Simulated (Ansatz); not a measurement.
One starting cell of LiTaS2 (a generated cell, LiTaS2 built in the AFLOW prototype ABC2_hP8_194_d_a_f (as in AlCr2C)) was relaxed twice with Ansatz (plane waves, PAW, scalar-relativistic): with r2SCAN at 500 eV and with PBE at 420 eV. The r2SCAN result:

```
CELL_PARAMETERS angstrom
      3.36773     0.00000     0.00000
     -1.68386     2.91654     0.00000
      0.00000     0.00000    13.37364
ATOMIC_POSITIONS crystal
  Li 0.33333 0.66667 0.75000
  Li 0.66667 0.33333 0.25000
  S  0.33333 0.66667 0.11799
  S  0.66667 0.33333 0.61799
  S  0.66667 0.33333 0.88201
  S  0.33333 0.66667 0.38201
  Ta 0.00000 0.00000 0.00000
  Ta 0.00000 0.00000 0.50000
```

```
quantity           r2SCAN         PBE
----------------  -------  ----------
space group       P6₃/mmc     P6₃/mmc
volume (Å³/atom)    16.42  (withheld)
a (Å)               3.368  (withheld)
c (Å)              13.374  (withheld)
```

Task: Fill in the PBE column.

Result: 
- volume (Å³/atom), PBE: 16.44
- a (Å), PBE: 3.346
- c (Å), PBE: 13.559

Both levels end in the same structure; PBE's volume is within 0.5 % of r2SCAN's. Neither column is exact.

No spin polarisation in the result.

The run could not lose the symmetry of its start.

The first start was generated by placing the elements on the sites of a structure type. Materials Project lists a structure of LiTaS2 in the same space group, P6₃/mmc (No. 194); the sites were not compared with it, nor with measured phases.

Ansatz is an electronic-structure program.
